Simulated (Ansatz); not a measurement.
Theory: DFT PBE, scalar-relativistic, plane waves, PAW, and for the lanthanide a 4f-in-core norm-conserving potential (Ansatz 0.2.0). Settings: cutoff 690 eV, Γ-centred meshes spaced at most about 0.3 Å⁻¹, and about 0.25 Å⁻¹ or finer for metals (2π included), Gaussian smearing. No spin polarisation in the final relaxations.

All energies are static (0 K, no zero-point motion). All come from trial cells, and lower structures may exist.

Task: These unrelaxed guesses for KTmH4 are each relaxed within their symmetry. Order them by the energy at which they end, lowest first.
1.

```
K Tm H
1.0
     2.60413   -4.34289    0.00000
     2.60413    4.34289    0.00000
     0.00000    0.00000    4.10741
K Tm H
1 1 4
Cartesian
  2.6041 0.0000 0.0000
  0.0000 0.0000 2.0537
  2.6041 2.8757 0.0000
  2.6041 -2.8757 0.0000
  1.3021 2.1714 2.0537
  1.3021 -2.1714 2.0537
```

2.

```
K Tm H
1.0
     3.65274    0.00000    0.00000
     0.00000    3.65274    0.00000
     0.00000    0.00000    6.11082
K Tm H
1 1 4
Direct
  0.50000 0.50000 0.50000
  0.00000 0.00000 0.00000
  0.00000 0.00000 0.59845
  0.50000 0.50000 0.09857
  0.50000 0.50000 0.90143
  0.00000 0.00000 0.40155
```

3.

```
K Tm H
1.0
     3.63595    0.00000    0.00000
    -1.81797    3.14882    0.00000
     0.00000    0.00000    9.31290
K Tm H
1 1 4
Direct
  0.00000 0.00000 0.00000
  0.00000 0.00000 0.50000
  0.66667 0.33333 0.71800
  0.66667 0.33333 0.20175
  0.33333 0.66667 0.79825
  0.33333 0.66667 0.28200
```

4.

```
K Tm H
1.0
     2.50403   -2.98326    0.00000
     2.50403    2.98326    0.00000
     0.00000    0.00000    5.01295
K Tm H
1 1 4
Direct
  0.00000 0.00000 0.00000
  0.50000 0.50000 0.50000
  0.60404 0.39596 0.00000
  0.10421 0.89579 0.50000
  0.89579 0.10421 0.50000
  0.39596 0.60404 0.00000
```

Result: 3 (ends in P-3m1, 0 meV/atom), 1 (ends in Cmmm, 25 meV/atom), 4 (ends in Cmmm, 221 meV/atom), 2 (ends in P4/mmm, 0.34 eV/atom).

With hydrogen, zero-point motion can shift such differences by 10 meV/atom or more. Cells relaxed within their symmetry can be saddle points. Some candidate types were left out of the draw beforehand, so a known form may be missing.

The lanthanide is trivalent by construction, without f bands, f moments or other valences.
